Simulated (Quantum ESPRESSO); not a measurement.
## Cheap against tight settings: NaF

```
NaF
1.0
    0.00000     2.28590     2.28590
    2.28590     0.00000     2.28590
    2.28590     2.28590     0.00000
Na F
1 1
Direct
  0.00000   0.00000   0.00000
  0.50000   0.50000   0.50000
```
The geometry is a computed Materials Project entry, not a measured one. It is NaF in Fm-3m. Stability against distortions was not tested.

Method: σ by PBE GIPAW (a modified build of Quantum ESPRESSO, JTH PAW datasets). The cutoff rises from row to row, with the meshes as listed. Costs are rough, from a shared machine. Shieldings are absolute and leave out the bulk-susceptibility term; a larger σ means a smaller chemical shift. No d partial waves on Na: the paramagnetic term there is incompletely reconstructed.

```tsv
setting	cutoff (Ha)	k-mesh	σ_iso Na (ppm)	σ_iso F (ppm)	f-sum rule missed by (%)	rough cost ratio
A	15.5	5×5×5 through Γ	528.9	386.9	0.34	about 1
B	17.5	4×4×4 shifted	533.1	385.7	0.11	about 1
C	30	5×5×5 shifted	534.0	384.8	0.00	3
D	40	7×7×7 shifted	534.0	384.4	0.00	10
```

Largest change from the last row but one to the last: σ_iso F (ppm) by -0.3.
